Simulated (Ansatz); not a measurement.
### Question
Each is relaxed and computed with the program Ansatz at the PBE level (PAW). Which alone has a direct gap?
A. LaN, Pnma (La on 4c, N on 4c)
B. AlP, zinc blende
C. AlN, P6_3mc (Al on 2a, Al on 2b, N on 2a, N on 2b)
D. LiGeN, P6_3mc (Li on 2b, Ge on 2a, N on 2b)

### Answer
C, AlN, P6_3mc (Al on 2a, Al on 2b, N on 2a, N on 2b). AlN: gap 4.00 eV (direct); LiGeN: gap 1.45 eV (indirect); LaN: gap 0.22 eV (indirect); AlP: gap 1.63 eV (indirect). Typed or built starts, not in the databases checked: LaN, Pnma (La on 4c, N on 4c). Not the usual ambient phase: AlN, P6_3mc (Al on 2a, Al on 2b, N on 2a, N on 2b). Standing as an ambient phase not checked: LiGeN, P6_3mc (Li on 2b, Ge on 2a, N on 2b). All cells were relaxed under the symmetry of their starts (and spin orders); stability against distortions was not tested throughout. Spin–orbit coupling is left out wherever it is not named.

Potentials: the later of the program's two PAW sets.
